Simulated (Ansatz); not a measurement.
Ge:
```
CELL_PARAMETERS angstrom
      3.99028     0.00000     0.00000
     -1.99514     3.45569     0.00000
      0.00000     0.00000    13.10274
ATOMIC_POSITIONS crystal
  Ge 0.00000 0.00000 0.40681
  Ge 0.00000 0.00000 0.59319
  Ge 0.00000 0.00000 0.90681
  Ge 0.00000 0.00000 0.09319
  Ge 0.33333 0.66667 0.34411
  Ge 0.66667 0.33333 0.65589
  Ge 0.66667 0.33333 0.84411
  Ge 0.33333 0.66667 0.15589
```

Relaxed with r²SCAN+D4. Special points in fractions of this cell's reciprocal vectors: Γ (0.000, 0.000, 0.000); M (0.500, 0.000, 0.000); K (0.333, 0.333, 0.000); A (0.000, 0.000, 0.500); L (0.500, 0.000, 0.500); H (0.333, 0.333, 0.500).

### Question
List the band energies nearest the valence-band maximum at these points for r²SCAN+D4 (plane waves, PAW; program Ansatz).

### Answer
In eV from the valence-band maximum; about four levels below and three above (degenerate sets whole), none deeper than 8.9 eV; points with the same levels are listed once.

| k | below | above |
|---|---|---|
| Γ | -0.94 -0.94 -0.15 0.00 0.00 | 0.30 0.44 0.78 |
| M | -2.59 -2.58 -1.97 -1.57 | 0.48 0.58 0.79 |
| K | -3.68 -2.89 -2.89 -2.19 | 1.60 2.50 2.50 |
| A | -0.36 -0.36 -0.36 -0.36 | 0.46 0.46 1.47 1.47 |
| L | -2.74 -2.74 -1.93 -1.93 | 0.86 0.86 1.56 1.56 |
| H | -3.01 -3.01 -2.64 -2.64 | 1.58 1.58 3.00 3.00 |

Space group P6_3/mmc. The first step of the workflow began from a Materials Project structure, measured or hypothetical; the Crystallography Open Database copy checked does not list it. It is not the phase usual at ambient conditions (space group No. 227). Symmetry was held in the r²SCAN+D4 relaxation; its stability against distortions is not shown here. Spin–orbit coupling is left out wherever it is not named.

Potentials: the later of the program's two PAW sets.
